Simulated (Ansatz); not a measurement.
LiVO2F2:
Space group P2₁/m (No. 11); a = 6.1518 Å, b = 3.4608 Å, c = 6.6035 Å, α = 90.00°, β = 111.28°, γ = 90.00°

```tsv
atom	site	symmetry	x	y	z
Li	2e	m	0.6636	0.2500	0.1982
V	2e	m	0.1527	0.7500	0.2351
O	2e	m	0.0997	0.2500	0.1525
O	2e	m	0.6938	0.2500	0.5143
F	2e	m	0.1441	0.2500	0.7456
F	2e	m	0.3923	0.7500	0.1161
```

Relaxed with r²SCAN.

Problem. Tabulate the valence density and the electron localisation function along the shortest Li–F contact (1.98 Å), plane-wave PAW r²SCAN (Ansatz code).

Solution. 

| distance from Li (Å) | density (e/Å³) | ELF |
|---|---|---|
| 0.20 | 6.95 | 0.99 |
| 0.30 | 4.64 | 1.01 |
| 0.40 | 2.53 | 0.87 |
| 0.49 | 1.08 | 0.48 |
| 0.59 | 0.37 | 0.11 |
| 0.69 | 0.15 | 0.00 |
| 0.79 | 0.14 | 0.03 |
| 0.89 | 0.19 | 0.14 |
| 0.99 | 0.28 | 0.45 |
| 1.09 | 0.45 | 0.67 |
| 1.19 | 0.74 | 0.78 |
| 1.28 | 1.24 | 0.81 |
| 1.38 | 2.16 | 0.83 |
| 1.48 | 3.79 | 0.82 |
| 1.58 | 6.18 | 0.78 |
| 1.68 | 8.98 | 0.69 |
| 1.78 | 11.58 | 0.57 |

The density is the valence pseudo-density with augmentation charge, so density and ELF within about 1 Å of a nucleus are not all-electron values.

Space group P2_1/m. The first step of the workflow began from a Materials Project structure, measured or hypothetical; the Crystallography Open Database copy checked does not list it. Its standing as an ambient phase is unchecked. Symmetry was held in the r²SCAN relaxation; its stability against distortions is not shown here. The run is not spin-polarised. No Hubbard U is applied.

Potentials: the later of the program's two PAW sets.
